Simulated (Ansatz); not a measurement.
Values for one crystal, relaxed and computed with DFT-LDA in the program Ansatz with PAW potentials; other levels are named.

- Volume per atom = 11.32 Å³
- Band gap = 1.14 eV (indirect)
- Formation energy from the elements (no fitted shifts) = -0.45 eV/atom
- Vibrational entropy at 300 K = 9.9 J/(K·mol of atoms)
- Dynamical stability on the path = stable (no imaginary branch)
- Zero-point energy = 102.8 meV/atom
- Mechanical stability = stable (all eigenvalues of C positive)

**Question.** Which of these materials gives this?
A. InP, zinc blende
B. BP, zinc blende
C. SiC, zinc blende
D. CuI, zinc blende

**Answer.** B, BP, zinc blende

Space group F-43m (zinc blende). The LDA relaxation kept the symmetry of its start. The references are the lowest solids computed at this level, not always the standard phases.

Potentials: the earlier of the program's two PAW sets. The files were generated under PBE; for other functionals the program regenerates the frozen cores, and for LDA and PBEsol the local potential too.
